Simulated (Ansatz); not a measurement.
Molecular dynamics on a 1×1×1 supercell (2 atoms) of LaSb (zincblende), relaxed with r2SCAN. Forces come from r2SCAN in Ansatz 0.2.0: constant energy and volume (NVE), velocities drawn at 800 K, steps of 1 fs. Spin polarisation is off, nuclei are classical, and the run is far too short for thermal averages. The structure comes from a prototype and may be hypothetical.

```yaml
crystal:
  lattice:
    - [0.0, 3.6369725289, 3.6369725289]
    - [3.6369725289, 0.0, 3.6369725289]
    - [3.6369725289, 3.6369725289, 0.0]
  atoms:
    - { symbol: La, position: [0.0, 0.0, 0.0] }
    - { symbol: Sb, position: [0.25, 0.25, 0.25] }
kpoints:
  mp_grid: { grid: [4, 4, 4] }
hamiltonian:
  xc: r2scan
scf:
  occupations: { method: fermi_dirac, width: 0.069 }
md:
  ensemble: nve
  temperature: 800
  timestep: 1.0
  n_steps: 40
  initial_velocities: maxwell_boltzmann
  seed: 9601
```

Run as `ansatz run input.yaml --threads 4 --pin off --max-ram 3686MiB --backend cpu --events-out ev --progress --plain --runs-dir out`. It took 120 s on 4 threads of Arm Neoverse V1, with other jobs on the host; peak host memory 0.69 GiB.

```csv
step,t (fs),T (K),free energy F from step 0 (meV/atom),kinetic energy (meV/atom),largest force (eV/Å)
0,0,800,0.0,51.7,0.00
1,1,799,0.0,51.7,0.03
2,2,798,0.1,51.6,0.05
3,3,795,0.3,51.4,0.08
4,4,791,0.6,51.1,0.10
5,5,787,0.9,50.8,0.13
6,6,781,1.2,50.5,0.15
7,7,774,1.7,50.0,0.18
8,8,766,2.2,49.5,0.20
9,9,757,2.8,48.9,0.23
10,10,747,3.4,48.3,0.25
11,11,736,4.1,47.6,0.28
12,12,725,4.9,46.8,0.30
13,13,712,5.7,46.0,0.32
14,14,698,6.6,45.1,0.35
15,15,684,7.5,44.2,0.37
16,16,669,8.5,43.2,0.40
17,17,653,9.5,42.2,0.42
18,18,637,10.6,41.1,0.45
19,19,619,11.7,40.0,0.47
20,20,602,12.8,38.9,0.49
21,21,583,14.0,37.7,0.52
22,22,564,15.2,36.5,0.54
23,23,545,16.5,35.2,0.56
24,24,525,17.8,33.9,0.58
25,25,505,19.1,32.6,0.60
26,26,484,20.4,31.3,0.63
27,27,464,21.7,30.0,0.65
28,28,443,23.1,28.6,0.67
29,29,422,24.4,27.3,0.69
30,30,401,25.8,25.9,0.71
31,31,380,27.1,24.6,0.73
32,32,359,28.5,23.2,0.74
33,33,339,29.8,21.9,0.76
34,34,318,31.2,20.6,0.78
35,35,298,32.5,19.2,0.80
36,36,278,33.8,18.0,0.81
37,37,258,35.0,16.7,0.83
38,38,239,36.3,15.5,0.84
39,39,220,37.5,14.2,0.86
40,40,202,38.6,13.1,0.87
```

The temperature goes from 800 K to 202 K in 40 fs. The atoms start on their lattice sites with kinetic energy alone, so much of it first passes into potential energy. The conserved energy stays within 0.01 meV an atom. By the last step the atoms have moved 0.09 Å in the root mean square, the drift of the whole cell taken out, 0.09 Å at most.

Positions (Å) and forces (eV/Å) at step 40:
```
La   0.069   0.001   0.050    -0.682  -0.198  -0.508
Sb   1.739   1.817   1.761     0.682   0.198   0.508
```
